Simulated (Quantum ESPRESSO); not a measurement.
Parts of the isotropic shielding in MgS, by GIPAW with PBE in a modified build of Quantum ESPRESSO, on JTH PAW datasets, 20 Ha, k-mesh 6×6×6 shifted:

```yaml
crystal:
  lattice:
    - [0.00000, 2.60440, 2.60440]
    - [2.60440, 0.00000, 2.60440]
    - [2.60440, 2.60440, 0.00000]
  atoms:
    - { symbol: Mg, position: [0.00000, 0.00000, 0.00000] }
    - { symbol: S, position: [0.50000, 0.50000, 0.50000] }
```
The cell comes from the Materials Project (a computed structure). It is MgS in Fm-3m; whether this form has been observed was not checked. Stability against distortions was not tested.

The core term is that of the free atom's frozen core; the paramagnetic column sums the reconstruction terms. Shieldings are absolute and leave out the bulk-susceptibility term; a larger σ means a smaller chemical shift. By our sweeps, such settings leave a few ppm in absolute σ. No d partial waves on Mg, S: the paramagnetic term there is incompletely reconstructed.

```tsv
site	core	bare (smooth current)	diamagnetic correction	paramagnetic corrections	σ_iso (ppm)
Mg (atom 1)	412.8	22.3	250.0	(withheld)	(withheld)
S (atom 2)	979.8	39.4	-10.1	(withheld)	(withheld)
```

### Question
Some entries are withheld; supply them.

### Answer

- Mg (atom 1), paramagnetic corrections: -124.1
- Mg (atom 1), σ_iso (ppm): 561.0
- S (atom 2), paramagnetic corrections: -422.4
- S (atom 2), σ_iso (ppm): 586.8
